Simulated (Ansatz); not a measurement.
**Cu$_{2}$O: from a starting cell to a relaxed one**

The start is a randomly generated symmetric cell of Cu2O (space group No. 123). The structure is fully relaxed (lattice and positions, P = 0) with PBEsol (plane waves to 420 eV, PAW, scalar-relativistic; Ansatz, a quantum-chemistry and plane-wave program). The first steps use a coarse 6×6×4 k-mesh.

Input geometry:
```
CELL_PARAMETERS angstrom
      3.81016     0.00000     0.00000
      0.00000     3.81016     0.00000
      0.00000     0.00000     5.94295
ATOMIC_POSITIONS crystal
  Cu 0.00000 0.50000 0.79459
  Cu 0.50000 0.00000 0.79459
  Cu 0.00000 0.50000 0.20541
  Cu 0.50000 0.00000 0.20541
  Cu 0.00000 0.50000 0.50000
  Cu 0.50000 0.00000 0.50000
  O  0.00000 0.00000 0.28656
  O  0.00000 0.00000 0.71344
  O  0.50000 0.50000 0.50000
```

### Question
How does the volume per atom move from start to end?

### Answer
+30.0 %, from 9.59 to 12.47 Å³/atom.

### Question
How do the shortest distances between atoms change?

### Answer
The closest pairs of elements (up to four, under 3.6 Å), start → end: Cu–Cu 1.75 → 2.61 Å; Cu–O 1.91 → 1.84 Å; O–O 2.54 → 3.08 Å.

### Question
What band gap does the relaxed structure have at this level?

### Answer
Zero (metallic).

### Question
What does it relax into? Give the structure.

### Answer

Space group P4/mmm (No. 123); a = b = 3.6846 Å, c = 8.2637 Å, α = β = γ = 90.00°

```json
[
 {"atom": "Cu", "site": "4i", "symmetry": "2mm.", "x": "0.0000", "y": "0.5000", "z": "0.1617"},
 {"atom": "Cu", "site": "2e", "symmetry": "mmm.", "x": "0.0000", "y": "0.5000", "z": "0.5000"},
 {"atom": "O", "site": "2g", "symmetry": "4mm", "x": "0.0000", "y": "0.0000", "z": "0.1865"},
 {"atom": "O", "site": "1d", "symmetry": "4/mmm", "x": "0.5000", "y": "0.5000", "z": "0.5000"}
]
```

The space group stays P4/mmm (No. 123) (the run could not lower it), with 9 atoms in the primitive cell. Final values are on a 9×9×4 k-mesh of the relaxed cell. The start holds a very short contact (Cu–Cu 1.75 Å). No spin polarisation in the result. No Hubbard U is applied.

The run could not lose the symmetry of its start: the end is stationary, and may be a saddle point rather than a minimum.

The relaxed structure here is a generated cell of Cu2O: the first start was made by a random draw of sites in a space group, and the end was not matched to a known phase here, so it may be hypothetical. Known forms of Cu2O include space group No. 224.
